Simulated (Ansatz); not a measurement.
WC (zinc blende, space group No. 216) at seven volumes, plane-wave PAW r²SCAN (Ansatz code), scaled uniformly. One row is withheld.

| V (Å³/atom) | P (GPa) |
|---|---|
| 11.645 | ? |
| 12.029 | 19.46 |
| 12.413 | 8.99 |
| 12.797 | 0.00 |
| 13.181 | -7.71 |
| 13.565 | -14.33 |
| 13.949 | -20.01 |

Task: Fit the shown pressures and predict the withheld one.

Result: Third-order Birch–Murnaghan: P = (3/2)B₀(x^(7/2) − x^(5/2))[1 + (3/4)(B′ − 4)(x − 1)] with x = (V₀/V)^(2/3). Least squares on the six rows gives V₀ = 12.797 Å³/atom, B₀ = 277.0 GPa, B′ = 4.10. At V = 11.645, x = 1.0649 and P = 31.72 GPa. The run itself gave 31.67 GPa.

Space group F-43m (zinc blende). The start of the workflow was typed in or built on a structure type; neither database checked (COD, Materials Project) lists it. It is not the phase usual at ambient conditions (space group No. 187). The cell was relaxed with r²SCAN under the symmetry of its start; whether a distortion lowers the energy is not shown. The run is not spin-polarised. Its formation energy is positive at this level, so the cell may be metastable or incomplete. Scalar-relativistic: spin–orbit coupling is off unless named, which matters more the heavier the elements.

Potentials: the later of the program's two PAW sets.
